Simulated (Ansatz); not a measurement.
# Computed properties of BeSe

BeSe:
Space group P4/nmm, origin choice 1 (No. 129); a = b = 4.5379 Å, c = 4.1864 Å, α = β = γ = 90.00°

| atom | site | symmetry | x | y | z |
|---|---|---|---|---|---|
| Be | 2c | 4mm | 0.5000 | 0.0000 | 0.0455 |
| Se | 2a | -4m2 | 0.0000 | 0.0000 | 0.0000 |

Space group P4/nmm (No. 129); conventional cell a = 4.538 Å, b = 4.538 Å, c = 4.186 Å, α = 90.00°, β = 90.00°, γ = 90.00°.

Method: LDA (plane waves, PAW; program Ansatz). Geometry: relaxed at this level of theory. Other levels are named where they apply.

Cell and energy:

```
Property                                                     Value
-----------------------------------------------------  -----------
Volume per atom                                           21.55 Å³
Density                                                 3.39 g/cm³
Formation energy from the elements (no fitted shifts)  52 meV/atom
```

Electronic structure:

```
Property                                                                     Value
------------------------------------  --------------------------------------------
Electronic character                                             metallic (no gap)
Density of states at the Fermi level  0.19 states/eV per atom (mean over ±0.08 eV)
```

Mechanics:

```
Item                                   Value
----------------------------------  --------
Bulk modulus (Birch–Murnaghan fit)  10.1 GPa
Pressure derivative B′                  11.4
```

Phonons:

```
Item                                                      Value
-----------------------------  --------------------------------
Highest zone-centre frequency                          332 cm⁻¹
Zone-centre stability          unstable, softest mode 110i cm⁻¹
```

The cell is a constructed one: a structure type filled with these elements; neither database checked (COD, Materials Project) lists it. COD files the formula under space group No. 216, so this cell is another polymorph or a model. Its standing as an ambient phase is unchecked. The cell was relaxed with LDA under the symmetry of its start. A crystal of weakly bound layers computed without a dispersion correction: the cell and the soft elastic constants depend strongly on that. As this level gives no gap, phonon frequencies hold no LO–TO term and depend on the k-mesh and smearing (Fermi–Dirac, 0.1 eV here). The references are the lowest solids computed at this level, not always the standard phases. Spin–orbit coupling is left out wherever it is not named.

Potentials: the later of the program's two PAW sets.
